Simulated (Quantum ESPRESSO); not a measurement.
**Band energies of Rb$_{2}$RhAgF$_{6}$**

```xyz
10
Lattice="0.0000 4.4222 4.4222 4.4222 0.0000 4.4222 4.4222 4.4222 0.0000" Properties=species:S:1:pos:R:3 pbc="T T T"
F      4.4222     4.4222     2.0309
F      4.4222     4.4222     6.8136
F      2.0309     4.4222     4.4222
F      6.8136     4.4222     4.4222
F      4.4222     2.0309     4.4222
F      4.4222     6.8136     4.4222
Rb     2.2111     2.2111     2.2111
Rb     6.6334     6.6334     6.6334
Rh     0.0000     0.0000     0.0000
Ag     4.4222     4.4222     4.4222
```

norm-conserving PBEsol (Quantum ESPRESSO, 88 Ry, no spin-orbit coupling); path ΓXWKΓLUWLK,UX; energies in eV from the valence-band maximum.

```csv
k (1/Å),point,band 44,band 45,band 46,band 47,band 48,band 49,band 50,band 51
0.00,Γ,-1.54,-1.54,-0.01,-0.01,-0.01,2.34,2.34,2.52
0.24,,-1.54,-1.23,-0.03,-0.03,-0.01,1.99,2.34,2.95
0.47,,-1.54,-1.09,-0.03,-0.02,-0.02,1.34,2.34,4.03
0.71,X,-1.54,-1.28,-0.04,0.00,0.00,1.11,2.34,4.87
0.71,W,-1.34,-1.18,-0.05,-0.05,0.00,1.43,2.02,4.76
0.96,K,-1.26,-1.23,-0.06,-0.03,-0.01,1.35,2.11,4.70
1.15,,-1.28,-0.95,-0.08,-0.05,-0.03,1.72,1.87,4.20
1.34,,-1.36,-1.01,-0.06,-0.05,-0.03,1.92,2.06,3.42
1.53,,-1.48,-1.35,-0.02,-0.02,-0.01,2.19,2.27,2.77
1.72,Γ,-1.54,-1.54,-0.01,-0.01,-0.01,2.34,2.34,2.52
1.92,,-1.38,-1.38,-0.03,-0.02,-0.02,2.22,2.22,2.80
2.13,,-1.08,-1.08,-0.08,-0.05,-0.05,1.98,1.98,3.46
2.33,L,-0.92,-0.92,-0.11,-0.06,-0.06,1.85,1.85,3.90
2.55,,-1.08,-1.02,-0.08,-0.06,-0.04,1.64,1.93,4.23
2.77,U,-1.26,-1.23,-0.06,-0.03,-0.01,1.35,2.11,4.70
2.77,W,-1.34,-1.18,-0.05,-0.05,0.00,1.43,2.02,4.76
2.89,,-1.28,-1.13,-0.06,-0.05,-0.01,1.48,1.99,4.63
3.02,,-1.13,-1.04,-0.08,-0.06,-0.03,1.61,1.94,4.32
3.14,,-0.98,-0.95,-0.10,-0.06,-0.06,1.77,1.87,4.03
3.27,L,-0.92,-0.92,-0.11,-0.06,-0.06,1.85,1.85,3.90
3.38,,-0.97,-0.95,-0.10,-0.06,-0.06,1.79,1.87,3.99
3.49,,-1.08,-1.02,-0.08,-0.06,-0.04,1.64,1.93,4.23
3.59,,-1.21,-1.12,-0.07,-0.04,-0.02,1.48,2.01,4.51
3.70,K,-1.26,-1.23,-0.06,-0.03,-0.01,1.35,2.11,4.70
3.70,U,-1.26,-1.23,-0.06,-0.03,-0.01,1.35,2.11,4.70
3.95,X,-1.54,-1.28,-0.04,0.00,0.00,1.11,2.34,4.87
```

The PBEsol gap is direct, 1.11 eV at X. Another valence extremum on the path lies within 0.02 eV, too close to call.

Spin-orbit splittings are left out.

Geometry of the Materials Project entry, not relaxed at this level.

The structure is a Materials Project entry; no match was found in the copy of COD used, and its stability was not checked.
